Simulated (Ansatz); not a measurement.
VGe in space group P-6m2 (No. 187; V on 1a, Ge on 1f) at seven volumes, DFT-PBEsol in the program Ansatz with PAW potentials, shape and atoms relaxed at each. One row is withheld.

```json
[
 {"V (Å³/atom)": "12.759", "P (GPa)": "18.85"},
 {"V (Å³/atom)": "13.179", "P (GPa)": "?"},
 {"V (Å³/atom)": "13.600", "P (GPa)": "5.24"},
 {"V (Å³/atom)": "14.021", "P (GPa)": "0.00"},
 {"V (Å³/atom)": "14.441", "P (GPa)": "-4.46"},
 {"V (Å³/atom)": "14.862", "P (GPa)": "-8.25"},
 {"V (Å³/atom)": "15.282", "P (GPa)": "-11.48"}
]
```

Fit the shown pressures and predict the withheld one.

P = (3/2)B₀(x^(7/2) − x^(5/2))[1 + (3/4)(B′ − 4)(x − 1)] with x = (V₀/V)^(2/3). Least squares on the six rows gives V₀ = 14.020 Å³/atom, B₀ = 162 GPa, B′ = 4.51. At V = 13.179, x = 1.0421 and P = 11.52 GPa. The run itself gave 11.47 GPa.

The cell is a constructed one: a structure type filled with these elements; neither database checked (COD, Materials Project) lists it. Its standing as an ambient phase is unchecked. The PBEsol relaxation kept the symmetry of its start; of distortions, only those at the zone centre were tested. The workflow began spin-polarised and lost its moments. The cell computed holds one magnetic atom, so no antiferromagnetic order was within reach.

Potentials: the later of the program's two PAW sets.
